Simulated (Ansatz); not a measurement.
Ansatz 0.2.0, relaxation: KI2

Launch command:

```bash
ansatz run input.yaml --threads 2 --pin off --max-ram 3584MiB --backend cpu --events-out ev --progress --plain --runs-dir out
```

Input:

```yaml
crystal:
  lattice:
    - [2.310607, 4.002084, 0.0]
    - [-2.310607, 4.002084, 0.0]
    - [0.0, 0.0, 7.179385]
  atoms:
    - { symbol: K, position: [0.0, 0.0, 0.0] }
    - { symbol: I, position: [0.33333, 0.33334, 0.25] }
    - { symbol: I, position: [0.66667, 0.66666, 0.75] }
  symmetry: { tolerance: 0.0003 }
kpoints:
  mp_grid: { grid: [6, 6, 3], shift: [0, 0, 0] }
magnetization:
  noncollinear: true
  spin_orbit: true
scf:
  occupations: { method: fermi_dirac }
  lower_state_search: "off"
hamiltonian:
  pseudopotentials: { kind: paw_fr }
  xc: r2scan
basis:
  ecutwfc: 500
  fft_grid_basis: typed
relax:
  max_steps: 80
output:
  forces: true
  stress: true
  eigenvalues: true
  bader: true
  populations: true
  elf: true
  write_potential: true
  volumetric_format: npy
  dos:
    e_range: [-12, 8]
    de: 0.05
    projected: { site_lists: { I: [I], K: [K] } }
    method: { smearing: { sigma: 0.1, scheme: gaussian } }
  write_density: true
checkpoint:
  read: saved_state
```

Origin of the cell: a known structure type with other elements, at an estimated volume, so it need not be a known compound.

The smearing width isn't typed, so it takes its default of 0.1 eV.

The saved state is a converged single point of the same cell.

Steps:

```json
{"step": "1", "ΔF (meV/atom)": "0.0", "max force component (eV/Å)": "0.695", "SCF iterations": "6", "step was": "accepted"}
{"step": "2", "ΔF (meV/atom)": "-71.5", "max force component (eV/Å)": "0.409", "SCF iterations": "7", "step was": "accepted"}
{"step": "3", "ΔF (meV/atom)": "-100.1", "max force component (eV/Å)": "0.002", "SCF iterations": "9", "step was": "accepted"}
{"step": "4", "ΔF (meV/atom)": "-100.1", "max force component (eV/Å)": "0.004", "SCF iterations": "5", "step was": "accepted"}
```

Step 1, with forces in eV/Å:

```xyz
3
Lattice="2.311 4.002 0.000 -2.311 4.002 0.000 0.000 0.000 7.179" Properties=species:S:1:pos:R:3:forces:R:3 pbc="T T T" step=1
K     0.000    0.000    0.000    0.000    0.000    0.000
I     0.000    2.668    1.795    0.000    0.000    0.695
I     0.000    5.336    5.385    0.000    0.000   -0.695
```

Step 2, with forces in eV/Å:

```xyz
3
Lattice="2.311 4.002 0.000 -2.311 4.002 0.000 0.000 0.000 7.179" Properties=species:S:1:pos:R:3:forces:R:3 pbc="T T T" step=2
K     0.000    0.000    0.000    0.000    0.000    0.000
I     0.000    2.668    1.988    0.000    0.000    0.409
I     0.000    5.336    5.192    0.000    0.000   -0.409
```

Step 4, with forces in eV/Å:

```xyz
3
Lattice="2.311 4.002 0.000 -2.311 4.002 0.000 0.000 0.000 7.179" Properties=species:S:1:pos:R:3:forces:R:3 pbc="T T T" step=4
K     0.000    0.000    0.000    0.000    0.000    0.000
I     0.000    2.668    2.183    0.000    0.000   -0.004
I     0.000    5.336    4.997    0.000    0.000    0.004
```

```yaml
Free_energy_lowered_by: 100.1 meV/atom
Final_pressure: 0.63 GPa
Relaxation_steps_listed: 4
Formation_energy_elements_under_the_same_functional_gases_as_molecules_uncorrected: -0.809 eV/atom
```

Caveats: no moments, though an odd count or open d shells may carry them; the SCF threshold is looser than advised for a stress; the relaxation held the start's symmetry, so the end may be a saddle point.

The run took 120 s of wall time on 2 CPU thread(s) of a shared host, from a saved density.
